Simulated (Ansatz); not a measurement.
Relaxed SnSe₂ (CdI2 type):

```
SnSe2
1.0
    7.68061     0.00000     0.00000
   -1.92015     3.32580     0.00000
    0.00000     0.00000     6.00399
Sn Se
2 4
Direct
  0.00000   0.00000   0.00000
  0.50000   0.00000   0.00000
  0.16667   0.66667   0.26538
  0.66667   0.66667   0.26538
  0.33333   0.33333   0.73462
  0.83333   0.33333   0.73462
```

Scan: atom 1 (Sn, nearest neighbour Se at 2.730 Å; its periodic images, 3.8 Å or more away, move with it) is displaced towards the nearest neighbour, direction (-0.703, -0.406, 0.584) in Cartesian axes, by s. The other atoms stay.

Computed with PBE-D3(BJ) (plane waves to 420 eV, PAW, scalar-relativistic; Ansatz, a program for electronic structure). k mesh 4×8×5 (Γ-centred), Fermi-Dirac smearing 0.05 eV. E stands for the smeared free energy. Left out: 2 of 11 points, with atoms too close for the PAW data. As the smearing reaches across the gap at some points, energies and forces of such displacements shift with the k mesh and the smearing. SnSe2 was relaxed with its symmetry unable to fall. The PAW data are Ansatz's earlier set. The zero of ΔE is the undisplaced structure. The last digit holds for this mesh only.

```json
[
 {"s (Å)": "-0.656", "ΔE (meV/cell)": "3016.9"},
 {"s (Å)": "-0.492", "ΔE (meV/cell)": "1377.1"},
 {"s (Å)": "-0.328", "ΔE (meV/cell)": "519.7"},
 {"s (Å)": "-0.164", "ΔE (meV/cell)": "116.9"},
 {"s (Å)": "0.000", "ΔE (meV/cell)": "0.0"},
 {"s (Å)": "0.164", "ΔE (meV/cell)": "116.9"},
 {"s (Å)": "0.328", "ΔE (meV/cell)": "519.7"},
 {"s (Å)": "0.492", "ΔE (meV/cell)": "1377.1"},
 {"s (Å)": "0.656", "ΔE (meV/cell)": "3016.9"}
]
```

Problem. What force constant k = d²E/ds² at s = 0 does the table give?

Solution. 8.4 eV/Å². It is the second difference of the nearest points, corrected with the next pair.

Problem. With k = 8.35 eV/Å² from the forces, is the well harmonic out to s = 0.656 Å?

Solution. ½ks² = 1796 meV/cell against the computed 3017 meV/cell, so the well is stiffer than harmonic there.

(A displaced cell: forces are minus the slopes of the energy, force constants its curvatures, and phonons follow from these.)
